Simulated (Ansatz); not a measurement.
SiRu2 in space group P4/nmm (No. 129; Ru on 2a, Ru on 2c, Si on 2c) under volume change, plane-wave PAW PBE (Ansatz code), shape and atoms relaxed at each volume.

| V (Å³/atom) | E − E(relaxed) (meV/atom) | P (GPa) |
|---|---|---|
| 12.738 | 98.8 | 27.50 |
| 13.158 | 41.3 | 16.73 |
| 13.578 | 9.7 | 7.65 |
| 13.998 | 0.0 | 0.00 |
| 14.418 | 8.7 | -6.42 |
| 14.838 | 32.7 | -11.76 |
| 15.257 | 69.4 | -16.19 |

What does a third-order Birch–Murnaghan fit give for V₀, B₀ and B′?

V₀ = 14.00 Å³/atom, B₀ = 232 GPa, B′ = 4.8.

A made-up cell: these elements were put on the sites of a structure type; neither database checked (COD, Materials Project) lists it. Its standing as an ambient phase is unchecked. The PBE relaxation kept the symmetry of its start; its stability against distortions is not shown here. No spin polarisation was allowed.

Potentials: the earlier of the program's two PAW sets.
